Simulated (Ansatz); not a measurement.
# Fixed-spin-moment curve of FeI2 (P-3m1)

The source of the geometry is a structure as deposited in COD (the entry's cell lengths or inner coordinates differ somewhat from later room-temperature determinations); atoms and cell stay fixed.

Functional, mesh and filling: PBEsol, 8×8×5 k mesh, Fermi–Dirac smearing of 0.05 eV. PAW means Ansatz 0.2.0 on its default frozen-core files; LAPW is all-electron LAPW in Ansatz 0.2.0. Site moments are integrated in spheres about the atoms, whose radii differ between the methods.

The reference run was typed so:

```yaml
crystal:
  lattice:
    - [4.04, 0.0, 0.0]
    - [-2.02, 3.4987426313, 0.0]
    - [0.0, 0.0, 6.75]
  atoms:
    - { symbol: Fe, position: [0.0, 0.0, 0.0], spin: 3.0 }
    - { symbol: I, position: [0.3333333333, 0.6666666667, 0.25] }
    - { symbol: I, position: [0.6666666667, 0.3333333333, 0.75] }
magnetization:
  spin_polarized: true
kpoints:
  mp_grid: { grid: [8, 8, 5] }
scf:
  occupations: { method: fermi_dirac, width: 0.05 }
  lower_state_search: "off"
hamiltonian:
  xc: pbesol
  pseudopotentials: { kind: paw }
output:
  forces: true
  stress: true
  eigenvalues: true
  populations: true
  dos: { projected: true, de: 0.1, e_range: [-8, 5] }
  write_density: true
  write_potential: true
  elf: true
  volumetric_format: npy
```

Command: `ansatz run input.yaml --threads 2 --pin off --max-ram 6144MiB --backend cpu --events-out ev --progress --plain --runs-dir out`

The input for «total moment held at 1.32 μB» by PAW differs from it in these lines, output keys apart:

```diff
-    - { symbol: Fe, position: [0.0, 0.0, 0.0], spin: 3.0 }
-    - { symbol: I, position: [0.3333333333, 0.6666666667, 0.25] }
-    - { symbol: I, position: [0.6666666667, 0.3333333333, 0.75] }
+    - { symbol: Fe, position: [0.0, 0.0, 0.0], spin: 1.166 }
+    - { symbol: I, position: [0.3333333333, 0.6666666667, 0.25], spin: 0.077 }
+    - { symbol: I, position: [0.6666666667, 0.3333333333, 0.75], spin: 0.077 }
+  initial_magnetization: 1.32
+  spin_locking: { lock_magnetization: hard }
```

The input for «total moment held at 6 μB» by LAPW differs from it in these lines, output keys apart:

```diff
-    - { symbol: Fe, position: [0.0, 0.0, 0.0], spin: 3.0 }
-    - { symbol: I, position: [0.3333333333, 0.6666666667, 0.25] }
-    - { symbol: I, position: [0.6666666667, 0.3333333333, 0.75] }
+    - { symbol: Fe, position: [0.0, 0.0, 0.0], spin: 5.3 }
+    - { symbol: I, position: [0.3333333333, 0.6666666667, 0.25], spin: 0.35 }
+    - { symbol: I, position: [0.6666666667, 0.3333333333, 0.75], spin: 0.35 }
+  initial_magnetization: 6.0
+  spin_locking: { lock_magnetization: hard }
-  pseudopotentials: { kind: paw }
+  pseudopotentials: { kind: all_electron, lapw: { basis_error: 0.001 } }
```

Each run fixes M = N↑ − N↓ with two Fermi levels; the holding field B = (E_F↑ − E_F↓)/2μB is the slope of the free energy against M over μB. Energies count from each method's free run. The held moment starts on the atoms that carry the free run's moments.

The free PAW run: Site moments (μB): Fe1 3.47, I2 0.16, I3 0.16. Cell moment 4.00 μB.

```
M (μB/cell)  ΔF PAW (meV/cell)  ΔF LAPW (meV/cell)  B, PAW (T)  largest site moment, PAW (μB)  pressure, PAW (GPa)
       0.00            +1324.4                   –           –                           0.00                 -9.6
       1.32            +1096.5                   –       -4922                           1.45                 -7.4
       2.68             +536.7                   –       -8192                           2.69                 -5.7
       3.60             +121.7              +120.1       -6603                           3.29                 -4.3
       4.40             +492.7                   –      +23447                           3.65                 -3.0
       5.00            +1380.4             +1383.6      +27930                           3.90                 -1.7
       6.00            +3253.8             +3256.7      +38921                           4.29                  2.2
```

Against an unpolarised PAW run, spin polarisation gains 441.5 meV per atom; the pressure goes from -9.6 to -3.7 GPa, the usual magnetovolume effect: the magnetic state wants the larger volume.

Task: Fit ΔF = E₀ + a₂M² + a₄M⁴ to the PAW points up to M = 5.00 μB, leaving out M = 2.68. What does the fit give, and how well does it predict the point left out?

Result: E₀ = +1367.0 meV, a₂ = -198.75 meV/μB², a₄ = +7.960 meV/μB⁴, with a worst miss of 51.6 meV. At M = 2.68 it gives +350.1 meV against the computed +536.7. Since a₂ < 0 the minimum lies at M₀ = √(−a₂/2a₄) = 3.53 μB, against 4.00 μB from the free run.

Separate runs put a uniform field on the spins (g = 2):

```json
{"field (T)": "300", "M PAW (μB/cell)": "4.000", "M LAPW (μB/cell)": "–"}
{"field (T)": "600", "M PAW (μB/cell)": "4.000", "M LAPW (μB/cell)": "4.000"}
```

The rows needn't lie on one branch: at M = 0 the run is unmagnetised, so slopes across such rows needn't follow B.

The PAW files were made with PBE; the program remakes their cores once for the run's functional and then keeps them frozen. The Ansatz runs typed with the search for lower states off end where their start leads. Spin–orbit coupling is left out although heavy atoms are present. These are results for the start and cell typed. The real compound can order otherwise, in a larger cell, or not at all, since semilocal functionals at zero temperature often overstate magnetism.
